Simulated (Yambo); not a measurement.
G0W0@PBEsol for a free-standing TiNCl monolayer (symmetry Pmmn, slab cell 19.4 Å high) in Yambo. Reference settings: 6×4×1 Γ-centred k mesh, bands 3 to 128 and a 6 Ry block in the screening, 128 bands in G with the Bruneval-Gonze terminator, plasmon pole fitted at 27.2 eV, slab-truncated Coulomb interaction, stochastic integration of W near q = 0. The PBEsol gap Γ → Γ on this mesh is 0.55 eV; G0W0 gaps are taken between the same points.

The settings were changed. The gap went from 1.47 eV to 1.47 eV, and the shift of the valence edge from 0.28 eV to 0.77 eV.

### Question
Name the change that produced these shifts.
A. 86 bands in G, no terminator
B. 4×4×1 mesh
C. 2 Ry block
D. no stochastic integration of W

### Answer
A, 86 bands in G, no terminator. The others gave (gap, valence shift): 2 Ry block: 1.91, 0.41 eV; no stochastic integration of W: 3.03, -0.44 eV; 4×4×1 mesh: 1.37, 0.32 eV.

Geometry relaxed with PBEsol; primitive cell a = 3.235 Å, b = 3.921 Å, c = 19.400 Å, α = β = γ = 90.00°.

This is a model layer cut from the bulk structure; whether it is stable on its own was not checked.

A shift is the quasiparticle energy of the state minus its PBEsol energy.
